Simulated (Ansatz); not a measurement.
Computed properties of BeRh

BeRh:
```cif
data_BeRh
_chemical_formula_sum 'Be1 Rh1'
_space_group_name_H-M_alt 'P 1'
_space_group_IT_number 1
_cell_length_a 2.73048
_cell_length_b 2.73048
_cell_length_c 2.73048
_cell_angle_alpha 90.000
_cell_angle_beta 90.000
_cell_angle_gamma 90.000
loop_
_space_group_symop_operation_xyz
  'x, y, z'
loop_
_atom_site_label
_atom_site_type_symbol
_atom_site_fract_x
_atom_site_fract_y
_atom_site_fract_z
_atom_site_occupancy
Be1 Be 0.00000 0.00000 0.00000 1
Rh1 Rh 0.50000 0.50000 0.50000 1
```

Space group Pm-3m (No. 221), CsCl type; conventional cell a = 2.730 Å, b = 2.730 Å, c = 2.730 Å, α = 90.00°, β = 90.00°, γ = 90.00°.

Method: DFT-LDA in the program Ansatz with PAW potentials. Geometry: relaxed at this level of theory. Other levels are named where they apply.

Cell and energy:

```
Property                                                      Result
-----------------------------------------------------  -------------
Volume per atom                                             10.18 Å³
Density                                                   9.13 g/cm³
Formation energy from the elements (no fitted shifts)  -0.62 eV/atom
```

Electronic structure:

```
Item                                                                         Value
------------------------------------  --------------------------------------------
Electronic character                                             metallic (no gap)
Density of states at the Fermi level  0.67 states/eV per atom (mean over ±0.08 eV)
```

Mechanics:

```
Quantity                                                                      Result
--------------------------------------------  --------------------------------------
Bulk modulus (Birch–Murnaghan fit)                                         2430 kbar
Pressure derivative B′                                                           4.5
Elastic constants (relaxed ions, GPa)                C11 = 436, C12 = 148, C44 = 109
Mechanical stability                          stable (all eigenvalues of C positive)
Hill bulk and shear moduli                                           244 and 122 GPa
Young's modulus                                                              313 GPa
Poisson's ratio                                                                 0.29
Debye temperature from the elastic constants                                   560 K
```

Phonons:

```
Property                                       Result
-----------------------------  ----------------------
Highest zone-centre frequency                442 cm⁻¹
Zone-centre stability          no imaginary mode at Γ
```

The first step of the workflow began from a Materials Project structure, measured or hypothetical; the Crystallography Open Database copy checked does not list it. With Be and Rh taken as one species the cell has the higher symmetry Im-3m, so it may be an ordered model of a mixed-site phase. Whether it is the stable phase at ambient conditions was not checked. The cell was relaxed with LDA under the symmetry of its start. The run is not spin-polarised. As this level gives no gap, shear constants depend on the k-mesh and smearing (Fermi–Dirac, 0.1 eV here). As this level gives no gap, phonon frequencies hold no LO–TO term and depend on the k-mesh and smearing (Fermi–Dirac, 0.1 eV here). The references are the lowest solids computed at this level, not always the standard phases. Scalar-relativistic: spin–orbit coupling is off unless named, which matters more the heavier the elements.

Potentials: the later of the program's two PAW sets.
